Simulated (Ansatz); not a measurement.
Mn3SnN in space group R-3m (No. 166; Sn on 3a, Mn on 9e, N on 3b), PBE (plane waves, PAW; program Ansatz), all energies at zero smearing, with the estimated change up to a 700 eV cutoff added, with one set of potentials and settings (totals compare only within such a set). Cell of 10 atoms (2 Sn, 6 Mn, 2 N): -36211.167 eV.

| element | reference phase | E (eV/atom) |
|---|---|---|
| Sn | Fd-3m, 2 atoms in the cell | -6024.2128 |
| Mn | I-43m, 29 atoms in the cell, spin-polarised | -3898.8617 |
| N | Pa-3, 8 atoms in the cell | -384.0325 |

Formation energy per atom, worked out: (-36211.167 − 2×(-6024.2128) − 6×(-3898.8617) − 2×(-384.0325))/10 = -0.151 eV/atom (-15 kJ per mol of atoms), at 0 K, without zero-point energy or fitted corrections.

The workflow started from an entry of the Crystallography Open Database (COD); the relaxed space group is not among those it files for this formula. COD files the formula under space group No. 221, so this cell is another polymorph or a model. Its standing as an ambient phase is unchecked. The cell was relaxed with PBE under the symmetry of its start, as lowered by the spin order; whether a distortion lowers the energy is not shown. Magnetic state: antiferromagnetic, chosen from 4 collinear starts compared on coarse meshes (ties went to the first, and starts can fall back to one state), not a proven ground state. No Hubbard U is applied. The references are the lowest solids computed at this level, not always the standard phases (solids in place of the gases). Scalar-relativistic: spin–orbit coupling is off unless named, which matters more the heavier the elements.

Potentials: the later of the program's two PAW sets.
